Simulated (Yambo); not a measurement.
G0W0@PBEsol for CsPbF3 (cubic perovskite, space group Pm-3m, No. 221) in Yambo (2×2×2 mesh, 7 Ry block, plasmon pole, screening fixed), without a terminator:

```json
[
 {"bands N in G": "126", "gap R → R (eV)": "3.039", "shift of the valence edge (eV)": "-0.398"},
 {"bands N in G": "214", "gap R → R (eV)": "3.080", "shift of the valence edge (eV)": "-0.682"},
 {"bands N in G": "330", "gap R → R (eV)": "3.142", "shift of the valence edge (eV)": "-0.854"}
]
```

### Question
Extrapolate both columns to infinite N with E(N) = E∞ + A/N, test the form, and compare with the terminator.

### Answer
From two points, E∞ = (N2 E2 − N1 E1)/(N2 − N1). The two largest N give 3.26 eV for the gap and -1.17 eV for the shift; the two smallest give 3.14 eV and -1.09 eV. For the gap the slopes A are -13 and -38 eV: the form isn't reached, and its limit is uncertain. For the shift the slopes A are 87 and 100 eV: the form isn't reached, and its limit is uncertain. With the Bruneval-Gonze terminator and 330 bands the run gives 3.27 eV and -1.07 eV, 0.01 eV and 0.10 eV from the extrapolated values: the terminator too is an estimate of the remainder. Block, mesh and the bands in W are held fixed.

The standard potential for Pb keeps a d shell in the valence without the s and p states of that shell. In tests on such compounds this moved G0W0 gaps by up to about 0.9 eV, so absolute quasiparticle energies here are unreliable; differences between settings are what counts.

Spin-orbit coupling is included.

Geometry of the Materials Project entry, not relaxed at this level; primitive cell a = 4.8314 Å, b = 4.8314 Å, c = 4.8314 Å, α = 90.00°, β = 90.00°, γ = 90.00°.

A shift is the quasiparticle energy of the state minus its PBEsol energy.
